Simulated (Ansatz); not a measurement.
Given:

SiC:
```xyz
16
Lattice="3.0794 0.0000 0.0000 -1.5397 2.6668 0.0000 0.0000 0.0000 20.1370" Properties=species:S:1:pos:R:3 pbc="T T T"
Si     0.0000     1.7779     5.0364
Si     1.5397     0.8889    15.1049
C      0.0000     1.7779    19.5111
C      1.5397     0.8889     9.4425
C      0.0000     0.0000     1.8901
C      0.0000     0.0000    11.9586
C      0.0000     1.7779     6.9296
C      1.5397     0.8889    16.9981
C      0.0000     1.7779    14.4732
C      1.5397     0.8889     4.4047
Si     0.0000     1.7779    12.5855
Si     1.5397     0.8889     2.5170
Si     0.0000     0.0000     0.0018
Si     0.0000     0.0000    10.0704
Si     0.0000     1.7779    17.6235
Si     1.5397     0.8889     7.5549
```

This is the PBEsol-relaxed structure. Tensor components refer to the Cartesian frame of this cell.

### Question
All from the program Ansatz at the PBEsol level (PAW), unless another level is named. Give the Hill bulk and shear moduli.

### Answer
222 and 186 GPa.

### Question
Give the piezoelectric stress constants (proper, relaxed ions, C/m²).

### Answer
e15 = e24 = -0.03, e31 = e32 = -0.05, e33 = 0.13.

Space group P6_3mc. The workflow started from an entry of the Crystallography Open Database (COD). Its sites differ from those of the usual phase in this space group: another stacking or structure type. The cell was relaxed with PBEsol under the symmetry of its start; its stability against distortions is not shown here.

Potentials: the later of the program's two PAW sets.
